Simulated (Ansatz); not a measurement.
YSi2Ni2 in space group I4/mmm (No. 139; Y on 2a, Si on 4e, Ni on 4d), DFT-r²SCAN in the program Ansatz with PAW potentials, all energies at zero smearing, with the estimated change up to a 700 eV cutoff added, with one set of potentials and settings (totals compare only within such a set). Cell of 5 atoms (1 Y, 2 Si, 2 Ni): -16832.844 eV.

```
element                             reference phase  E (eV/atom)
-------  ------------------------------------------  -----------
Y                     P6_3/mmc, 2 atoms in the cell   -3859.7274
Si                       Fd-3m, 2 atoms in the cell    -639.0665
Ni       Fm-3m, 1 atoms in the cell, spin-polarised   -5845.2921
```

Formation energy per atom, worked out: (-16832.844 − 1×(-3859.7274) − 2×(-639.0665) − 2×(-5845.2921))/5 = -0.880 eV/atom (-85 kJ per mol of atoms), at 0 K, without zero-point energy or fitted corrections.

The first step of the workflow began from a Materials Project structure, measured or hypothetical; the Crystallography Open Database files this formula in space group No. 139, but the cells were not matched. Its standing as an ambient phase is unchecked. Symmetry was held in the r²SCAN relaxation; whether a distortion lowers the energy is not shown. The run is not spin-polarised. The references are the lowest solids computed at this level, not always the standard phases.

Potentials: the earlier of the program's two PAW sets.
